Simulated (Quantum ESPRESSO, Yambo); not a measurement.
# AgCl at -1.5 % isotropic strain: DFT and GW levels

```xyz
4
Lattice="3.7885 0.0000 -0.0520 0.0000 3.7848 0.0000 -0.6036 0.0000 5.2989" Properties=species:S:1:pos:R:3 pbc="T T T"
Cl     2.4391     2.8386     1.4132
Cl     0.7458     0.9462     3.8337
Ag     0.4947     0.9462     1.0726
Ag     2.6901     2.8386     4.1743
```

The PBEsol cell relaxed from Materials Project entry mp-570687 was given an isotropic strain of -1.5 % on all lattice vectors, and the atoms were relaxed again.

Starting point: PBEsol (pw.x of Quantum ESPRESSO, ONCV potentials, no spin-orbit coupling). G0W0 in Yambo: 4×4×2 Γ-centred k mesh, bands 9 to 136 and a 7 Ry block in the screening, 136 bands in G with the Bruneval-Gonze terminator, plasmon pole fitted at 27.2 eV.

```json
{
 "PBEsol gap along the band path": "0.68 eV",
 "PBEsol gap between the mesh's edge points ((-0.5, 0, -0.5) → Γ)": "0.68 eV",
 "G0W0 gap between the same points": "2.10 eV",
 "PBEsol smallest direct gap on the mesh (at Γ)": "2.26 eV",
 "G0W0 direct gap at that point": "3.75 eV"
}
```

```tsv
k point	band	E PBEsol (eV)	E QP (eV)	shift (eV)	Z
Γ	VB	-1.58	-2.53	-0.96	0.79
Γ	CB	0.68	1.22	0.53	0.83
(-0.5, 0, -0.5)	VB	0.00	-0.88	-0.88	0.80
(-0.5, 0, -0.5)	CB	2.97	3.50	0.53	0.83
(-0.5, -0.5, 0)	VB	-1.50	-2.49	-0.98	0.79
(-0.5, -0.5, 0)	CB	2.37	3.09	0.73	0.83
```

Energies count from the PBEsol valence-band maximum.

Convergence of the G0W0 settings was not tested.

Spin-orbit splittings are left out.

This is not the ordinary phase of the substance; no match was found in the copy of COD used, and its stability was not checked.
